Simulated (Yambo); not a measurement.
KF (rock salt, space group Fm-3m, No. 225), G0W0@LDA (Yambo, plasmon pole, terminator in G, 4×4×4 mesh): gap Γ → Γ in eV by bands and screening block.

| bands (W and G) | 2 Ry | 5 Ry | 8 Ry | 11 Ry | 14 Ry |
|---|---|---|---|---|---|
| 27 | 10.91 | 10.68 | 10.66 | ? | ? |
| 46 | 10.76 | ? | 10.55 | 10.57 | 10.59 |
| 73 | 10.70 | 10.50 | 10.52 | 10.56 | 10.58 |
| 107 | 10.68 | 10.48 | 10.51 | 10.55 | 10.58 |
| 140 | 10.68 | 10.48 | 10.51 | 10.55 | 10.58 |

Estimate the withheld gaps from their neighbours; the computed values follow.


- 27, 11 Ry: 10.67
- 27, 14 Ry: 10.69
- 46, 5 Ry: 10.54

The largest settings aren't shown to be the converged limit.

Geometry relaxed with LDA; primitive cell a = b = c = 3.647 Å, α = β = γ = 60.00°.
